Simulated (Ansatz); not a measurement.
A relaxation computed with Ansatz, from input to last step.

```yaml
crystal:
  lattice:
    - [3.6037583259, 0.0, 0.0]
    - [-1.801879163, 3.1209462593, 0.0]
    - [0.0, 0.0, 4.9633603162]
  atoms:
    - { symbol: Pt, position: [0.0, 0.0, 0.0] }
    - { symbol: S, position: [0.3333333333, 0.6666666667, 0.2438874281] }
    - { symbol: S, position: [0.6666666667, 0.3333333333, 0.7561125719] }
basis:
  ecutwfc: 420
kpoints:
  mp_grid: { grid: [12, 12, 8] }
hamiltonian:
  xc: pbesol
scf:
  occupations: { method: gaussian, width: 0.02 }
output:
  forces: true
  stress: true
  eigenvalues: true
relax:
  adjacent_minimum: "off"
  f_tol: 0.01
  max_steps: 30
  cell: { stress_tol: 0.1, fix: [volume] }
```

```bash
ansatz run input.yaml --threads 1 --pin off --max-ram 2560MiB --backend cpu --events-out ev --progress --plain --runs-dir out
```

All numbers below come from Ansatz, DFT PBEsol, scalar-relativistic, plane waves, PAW.

The volume is held at 1.06 times that of the relaxed cell.

Of 4 frames 3 are shown, positions in Å and forces in eV/Å; the SCF threshold varies from step to step. Steps run on the plane waves of an earlier cell, with a Pulay correction in the pressure. The basis is chosen afresh for the last frame, the zero of the energies, and at times for earlier ones too; energy and pressure step there, also at an unchanged geometry.

```xyz
3
Lattice="3.6038 0.0000 0.0000 -1.8019 3.1209 0.0000 0.0000 0.0000 4.9634" Properties=species:S:1:pos:R:3:forces:R:3 pbc="T T T" step=1 free_energy_over_end_meV_per_atom=6.34 pressure_GPa=-4.34
Pt    0.0000    0.0000    0.0000    0.0000    0.0000    0.0000
S     0.0000    2.0806    1.2105    0.0000    0.0000   -0.3469
S     1.8019    1.0403    3.7529    0.0000    0.0000    0.3469
3
Lattice="3.5776 0.0000 0.0000 -1.7888 3.0983 0.0000 0.0000 0.0000 5.0363" Properties=species:S:1:pos:R:3:forces:R:3 pbc="T T T" step=2 free_energy_over_end_meV_per_atom=0.45 pressure_GPa=-0.83
Pt    0.0000    0.0000    0.0000    0.0000    0.0000    0.0000
S     0.0000    2.0655    1.1906    0.0000    0.0000    0.0611
S     1.7888    1.0328    3.8457    0.0000    0.0000   -0.0611
3
Lattice="3.5652 0.0000 0.0000 -1.7826 3.0876 0.0000 0.0000 0.0000 5.0713" Properties=species:S:1:pos:R:3:forces:R:3 pbc="T T T" step=4 free_energy_over_end_meV_per_atom=0.00 pressure_GPa=-0.63
Pt    0.0000    0.0000    0.0000    0.0000    0.0000    0.0000
S     0.0000    2.0584    1.2018    0.0000    0.0000    0.0046
S     1.7826    1.0292    3.8695    0.0000    0.0000   -0.0046
```

The run took 32 s on 1 thread of Intel(R) Xeon(R) Platinum 8488C (Sapphire Rapids), with other jobs on the host, peak memory 0.45 GiB.

Spin–orbit coupling is left out, which can shift energies with elements as heavy as these. The cell holds layers, and where no dispersion correction was added their binding is poorly described.